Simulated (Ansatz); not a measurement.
# Cu (Fm-3m), stationary points along a deformation path

All numbers below come from DFT PBEsol, scalar-relativistic, plane waves, PAW in Ansatz. Settings: plane waves to 420 eV, k-mesh 24×24×24 (Γ-centred), Gaussian smearing 0.15 eV. No spin polarisation. Energies are free energies at this smearing, counted from the undisturbed cell; pressure is positive in compression.

Reference structure (as given, not relaxed at this level; it stands at -6.5 GPa):

```
Cu
1.0
     0.00000    1.80750    1.80750
     1.80750    0.00000    1.80750
     1.80750    1.80750    0.00000
Cu
1
Direct
  0.00000 0.00000 0.00000
```

At fixed volume and fractional coordinates, lengths along (0.577, 0.577, 0.577) are scaled against those across it; ρ is that ratio over its starting value. V = 11.810 Å³/atom. Δσ is the stress along the axis less the mean stress across it (compression positive).

| ρ | ΔE (meV/atom) | Δσ (GPa) | space group |
| --- | --- | --- | --- |
| 0.500 | 585.9 | 0.00 | Pm-3m |
| 0.600 | 502.3 | 18.13 | R-3m |
| 0.710 | 307.6 | 26.69 | R-3m |
| 0.850 | 87.4 | 19.69 | R-3m |
| 1.000 | 0.0 | 0.00 | Fm-3m |
| 1.200 | 138.9 | -31.49 | R-3m |
| 1.410 | 508.3 | -60.54 | R-3m |
| 2.000 | 2246.6 | -164.33 | R-3m |

Problem. How does the stress give the slope of the energy, and where is the energy stationary?

Solution. Along the path d ln(length) is 2/3 d ln ρ on the axis and −1/3 d ln ρ across it, so dE/d ln ρ = −(2/3) V Δσ: the energy falls with ρ where Δσ is positive. Δσ vanishes or changes sign at ρ = 0.500 (Pm-3m, an end of the scan), at 585.9 meV/atom; at ρ = 1.000 (Fm-3m), a minimum at 0.0 meV/atom. Pairs of stationary points between two samples would go unseen, and could change a minimum read from distant neighbours into a maximum. At ρ = 0.500, 1.000 the cell is cubic, where symmetry alone makes the stress isotropic and the slope zero.

In a metal these slopes depend on the k mesh and the smearing.